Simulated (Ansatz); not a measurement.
**Relaxing LuZn₃ in the AuCu3-type structure**

The computed numbers are results of PBEsol, scalar-relativistic (no spin polarisation) in the plane-wave PAW code Ansatz at 420 eV, Γ-centred 8×8×8 mesh, 0.05 eV Gaussian smearing; PAW files: Ansatz's generated set soft_2.

This is a trial structure made by placing the elements on a prototype's sites, so it needn't be the stable form.

The start:

```xyz
4
Lattice="4.1130 0.0000 0.0000 0.0000 4.1130 0.0000 0.0000 0.0000 4.1130" Properties=species:S:1:pos:R:3 pbc="T T T"
Lu    0.0000    0.0000    0.0000
Zn    0.0000    2.0565    2.0565
Zn    2.0565    2.0565    0.0000
Zn    2.0565    0.0000    2.0565
```

The runs in order:

```csv
run,level,k-mesh,kind,V (Å³/atom),P (GPa),E − E(final) (meV/atom),gap on the mesh (eV)
1,PBEsol,8×8×8,fixed cell,17.40,-0.1,0.0,metal
2,PBEsol,8×8×8,fixed cell,17.33,0.2,0.0,metal
3,PBEsol,8×8×8,fixed cell,17.36,0.0,0.0,metal
```

Cell and atoms are those of this level's equilibrium.

The final structure (symmetry read at 0.01 Å). It takes space group Pm-3m (No. 221, cubic). Conventional cell: a = 4.110 Å, b = 4.110 Å, c = 4.110 Å, α = 90.00°, β = 90.00°, γ = 90.00°. Lu (site symmetry m-3m) has 12 Zn at 2.91 Å as nearest neighbours. Around Zn (site symmetry 4/mmm) lie 4 Lu at 2.91 Å and 8 Zn at 2.91 Å. (Shells end 15 % past the nearest neighbour.)

| atom | site | symmetry | x | y | z |
| --- | --- | --- | --- | --- | --- |
| Lu | 1a | m-3m | 0.0000 | 0.0000 | 0.0000 |
| Zn | 3c | 4/mm.m | 0.0000 | 0.5000 | 0.5000 |

- At the final geometry the gap, band path included, is zero (metallic).
- The equation of state gives B0 = 78 GPa and B0′ = 4.5.
- Against the elements' standard states, run alike and uncorrected, the formation energy is -0.19 eV/atom.
- The runs in the table took roughly 0.6 core-minutes.

**Reading the result.**

With 61 valence electrons in the calculation's cell and no magnetic order, the bands, two electrons each, can't all be full or empty: band theory demands a metal. (Only strong correlation, outside this picture, could make a Mott insulator of it.)

These numbers lack spin–orbit coupling.
